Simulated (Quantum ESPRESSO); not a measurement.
## Mg2CaZnO4 (a curve over strain)

Computed values, not a measurement. The program is pw.x of Quantum ESPRESSO 7.5 (plane-wave density functional theory). The cell is made up: 8 atoms on a rocksalt lattice, with randomly drawn elements, strain and displacements, not relaxed. PseudoDojo standard norm-conserving files (v0.5 for PBE, v0.4.1 for LDA and PBEsol) set the functional; there is no spin polarisation, spin-orbit coupling or dispersion term, and the masses in the input are unused placeholders.

Seven runs add a strain to one cell (shear xy, as the tensor component); the atoms follow the cell and are not relaxed. Stress in the table is positive in tension.

Input of the run at +0.0036:

```
&control calculation='scf', pseudo_dir='./dojo.nc.sr.pbe.v0_5.standard.upf', outdir='./o', disk_io='medium', tprnfor=.true., tstress=.true. /
&system ibrav=0, nat=8, ntyp=4, nbnd=43, ecutwfc=84.00895049, nosym=.true., tot_charge=0,
 occupations='smearing', smearing='fd', degauss=0.0018374661
/
&electrons conv_thr=7.350e-09, electron_maxstep=60, /
ATOMIC_SPECIES
Ca 1.0 Ca.upf
Mg 1.0 Mg.upf
O 1.0 O.upf
Zn 1.0 Zn.upf
CELL_PARAMETERS angstrom
4.5541 -0.0161 0.0363
-0.0162 4.5385 0.0328
0.0364 0.0329 4.5537
ATOMIC_POSITIONS angstrom
Mg 0.0337 -0.03 0.0492
Ca -0.0038 2.2426 2.3196
Zn 2.2801 -0.0187 2.3
Mg 2.2397 2.2423 0.0307
O 2.2635 -0.0169 0.0287
O 2.2766 2.2971 2.2682
O 4.632 0.0392 2.2883
O 4.5782 2.2659 0.0635
K_POINTS automatic
4 4 4 1 1 1
```

| added strain | free energy less that of the input shown (eV) | stress xx (GPa) | stress yy (GPa) | stress zz (GPa) | stress xy (GPa) | pressure (GPa) | iterations |
| --- | --- | --- | --- | --- | --- | --- | --- |
| -0.0162 | 0.0559 | 7.41 | 6.94 | 7.41 | -4.34 | -7.25 | 12 |
| -0.0118 | 0.0361 | 7.45 | 6.97 | 7.35 | -3.50 | -7.26 | 12 |
| -0.0064 | 0.0176 | 7.49 | 6.99 | 7.30 | -2.46 | -7.26 | 12 |
| -0.0041 | 0.0117 | 7.49 | 7.00 | 7.28 | -2.03 | -7.26 | 12 |
| +0.0036 | 0.0000 | 7.51 | 7.00 | 7.24 | -0.56 | -7.25 | 12 |
| +0.0204 | 0.0186 | 7.42 | 6.89 | 7.26 | 2.64 | -7.19 | 12 |
| +0.0245 | 0.0325 | 7.38 | 6.84 | 7.29 | 3.42 | -7.17 | 12 |

A cubic fit gives a slope of stress xy against the added strain of 190 GPa at zero added strain, with the atoms clamped. Across the table the free energy follows the integral of the stress to within 0.1 meV. A rerun of one of the cells at 1437 eV and a 6 x 6 x 6 mesh moved values by no more than 0.002 eV in energy, 0.04 GPa in stress and 0.003 eV/Å in force.